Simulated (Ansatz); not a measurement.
input.yaml (Ansatz)

```yaml
crystal:
  lattice:
    - [1.8799285363, 0.0, 0.0]
    - [0.0, 1.8799285363, 0.0]
    - [0.0, 0.0, 1.8799285363]
  atoms:
    - { symbol: B, position: [0.0, 0.0, 0.0] }
hamiltonian:
  xc: blyp
  pseudopotentials:
    kind: paw
    azcp:
      B: "pseudopotentials/B.paw.azcp"
basis:
  ecutwfc: 420
  fft_grid_basis: typed
kpoints:
  mp_grid: { grid: [18, 18, 18], shift: [0, 0, 0] }
magnetization:
  spin_polarized: false
scf:
  occupations: { method: fermi_dirac, width: 0.1 }
  lower_state_search: "off"
output:
  stress: true
```

Terminal output

```
Engine: ansatz 0.2.0, x86_64-unknown-linux-gnu
Pseudopotentials: kind: paw
Pseudopotential: B, paw, valence charge 3, recommended cutoff 420 eV (normal) 
Functional definition: BLYP
  parameter beta = 0.0042
  parameter a = 0.04918
  parameter b = 0.132
  parameter c = 0.2533
  parameter d = 0.349
  exchange = b88_x(beta = beta)
  correlation = lyp_c(a = a, b = b, c = c, d = d)
Crystal: 1 atoms, lattice volume = 6.644 Å³
Basis set: ecut = 420 eV, 123 PW (Γ), exchange–correlation on 30×30×30 points (8 copies of the dense FFT grid, shifted against one another)
Bands: 6, of which v1, the nominal top of the filled ones, is band 2 counted from 1 (1 counted from 0)
Symmetry: 48 space group operations
Space group: Pm-3m (ITA 221), of the structure as read, at distance tolerance 1.9e-5 Å
k-points: 220 of 5832
Non-local potential: B, projectors of the file, l = 0: 2, l = 1: 2, l = 2: 1
PAW form: soft (Blöchl's): semilocal exchange-correlation on the pseudo side does not see the compensation charge
PAW frozen core: B, regenerated for the run's functional, and the local potential with it (the file was generated under x = pbe(κ = 0.804, μ = 0.2195149727645171), c = pbe(β = 0.06672455060314922))
PAW one-centre angular grid: B, 110 points (default); XC on 64 Gauss nodes
Initial density: superposition of atomic densities (neutral atoms: chi_scale 0, normalization atom), corrected by the library's trained network
Initial wavefunctions: pseudopotential atomic-orbital guess
Functional: x = b88, c = lyp
SCF iter   1: F=—  HF=-155.041833 eV  |F-HF|=—  |Δ(HF+E_count)|=         —  Δρ=1.20e-2  dr2=7.53e-3  ethr=1.77e-3  ⟨swp⟩=4.4  Hψ=9902  notcnv=0
SCF iter   2: F=—  HF=-155.040360 eV  |F-HF|=—  |Δ(HF+E_count)|=   1.47e-3  Δρ=5.27e-3  dr2=1.46e-3  ethr=2.51e-4  ⟨swp⟩=1.0  Hψ=3080  notcnv=0
SCF iter   3: F=—  HF=-155.040134 eV  |F-HF|=—  |Δ(HF+E_count)|=   2.26e-4  Δρ=2.55e-4  dr2=2.14e-6  ethr=4.88e-5  ⟨swp⟩=1.6  Hψ=1625  notcnv=0
SCF iter   4: F=—  HF=-155.040142 eV  |F-HF|=—  |Δ(HF+E_count)|=   7.67e-6  Δρ=2.54e-5  dr2=2.90e-8  ethr=7.15e-8  ⟨swp⟩=2.2  Hψ=1714  notcnv=0
iter 5 did not close the SCF: its close was put off for the readings that it lacked (scf_convergence_deferred on its scf_iter line)
SCF iter   5: F=-155.040142 eV  HF=-155.040142 eV  |F-HF|=1.81e-11  |Δ(HF+E_count)|=   9.40e-9  Δρ=1.72e-6  dr2=1.02e-10  ethr=9.67e-10  ⟨swp⟩=1.7  Hψ=1603  notcnv=0
SCF iter   6: F=-155.040142 eV  HF=-155.040142 eV  |F-HF|=0.00e0  |Δ(HF+E_count)|=  3.31e-11  Δρ=4.39e-8  dr2=5.71e-14  ethr=3.40e-12  ⟨swp⟩=1.0  Hψ=3664  notcnv=0
SCF 1 converged in 6 iterations: F = -155.040142 eV  dr2 = 5.71e-14
SCF converged after 6 iterations
Free energy (F): -155.040142 eV
Harris-Foulkes:  -155.040142 eV  (|F-HF|=0.00e0)
Internal energy: -155.029300 eV  (E = F + TS)
E sigma→0 (E₀):  -155.034721 eV
Entropy (-TS):   -0.010842 eV (-10.842 meV/atom)
Fermi energy:    10.963738 eV
--- Per-component energies (eV) ---
  E_band       = 15.350596
  E_kinetic    = 47.600503
  E_local      = -8.245002  (includes V_loc(G=0)·N_el)
  E_nonlocal   = 13.026409
  E_hartree    = 1.144650
  E_xc         = -30.752093
  E_vxc        = -36.369667  (∫ρ·V_xc dr)
  E_paw        = -80.007006  (= ΣΔE_a)
  E_vpaw       = -2.950942  (= ΣTr[D̂ρ^β])
  E_aug_tail   = -0.000004  (compensation charges beyond the density's cutoff)
  E_ewald      = -97.797521
  E_core_change = 0.000764  (= ΣΔE_core)
  E_smearing   = -0.010842  (= −TS)
  E_closure    = 0.000000  (closes the sum)
  Σ components = -155.040142   (vs F -155.040142, Δ=0.00e0)
--- Stress (GPa, compression-positive) ---
        9.840760       0.000000       0.000000
       -0.000000       9.840760       0.000000
        0.000000       0.000000       9.840760
  P = ⅓ Tr σ = 9.8408 GPa (98.408 kbar)
```
